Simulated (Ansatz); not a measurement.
**SrSnP: do energies and stresses tell the same story?**

Theory: Ansatz 0.2.0, DFT r2SCAN, scalar-relativistic, plane waves, PAW.

Plane waves to 500 eV, a k mesh through Γ of 8×8×4 on the computed 6-atom cell and Gaussian smearing (0.10 eV); no spin polarisation.

Relaxed cell: P4/nmm, a = 4.378 Å, b = 4.378 Å, c = 8.982 Å, α = 90.00°, β = 90.00°, γ = 90.00°, 6 atoms in the primitive cell. Whether it is the stable form of this composition wasn't checked.

Energies at zero smearing and pressures from the stress tensor, at volumes with shape and atoms relaxed:
```csv
V (Å³/atom),E − E(first) (meV/atom),P (GPa)
26.975,0.00,3.21
27.836,-12.46,1.48
28.697,-16.34,0.01
29.558,-12.91,-1.25
30.419,-3.26,-2.31
```

Problem. Check P = −dE/dV between neighbouring volumes, and get the bulk modulus from the pressures alone.

Solution. With 1 eV/Å³ = 160.2 GPa:
```tsv
middle V (Å³/atom)	−ΔE/ΔV (GPa)	mean P (GPa)
27.405	2.319	2.344
28.266	0.722	0.746
29.127	-0.638	-0.618
29.988	-1.797	-1.780
```

The two differ by 0.03 GPa at most. The mean of two end pressures misses the average over a step by about ΔV² P″/12, up to 0.02 GPa here; with that taken off 0.00 GPa remains. Around V = 28.697 Å³/atom, the two neighbours give B = −V ΔP/ΔV = 28.697 × 2.73 / 1.722 = 45.5 GPa, against B0 = 45.2 GPa from the Birch–Murnaghan fit of the energies.

Cost: 6 runs of about 16 core-minutes in all, on Arm Neoverse V2 (shared hosts).